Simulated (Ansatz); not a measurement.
Data:

TiN (rock salt)

```xyz
2
Lattice="0.0000 2.1020 2.1020 2.1020 0.0000 2.1020 2.1020 2.1020 0.0000" Properties=species:S:1:pos:R:3 pbc="T T T"
N      0.0000     0.0000     0.0000
Ti     2.1020     2.1020     2.1020
```

In this cell atom 1 (N, nearest neighbour Ti at 2.102 Å; its periodic images, 3.0 Å or more away, move with it) is moved by s along Cartesian [110], unit vector (0.707, 0.707, 0.000); all other atoms and the cell stay fixed.

Method: PBEsol (plane waves to 420 eV, PAW, scalar-relativistic; Ansatz, a first-principles code). k mesh 15×15×15 (Γ-centred), Fermi-Dirac smearing 0.05 eV. The energy includes the smearing's −TS. With partly filled bands, energies and forces of such displacements shift with the k mesh and the smearing. TiN is run without spin polarisation. TiN was relaxed with its symmetry unable to fall. ΔE is measured from the undisplaced structure.

The scan covers s from -0.420 to 0.420 Å in 11 points.

Q: Is this a single well or a double well?

A: A single well with its minimum at or next to zero displacement.

Q: Is the energy the same for equal positive and negative displacements?

A: Even: the same for both signs. With its periodic images moving along, the atom's site symmetry in this cell is m-3m.

Q: What is the force constant k = d²E/ds² of this move at s = 0?

A: 11.5 eV/Å².

Q: With two atoms in the cell this is the zone-centre optical mode. What wavenumber follows?

A: 537 cm⁻¹.

(A displaced cell: forces are minus the slopes of the energy, force constants its curvatures, and phonons follow from these.)
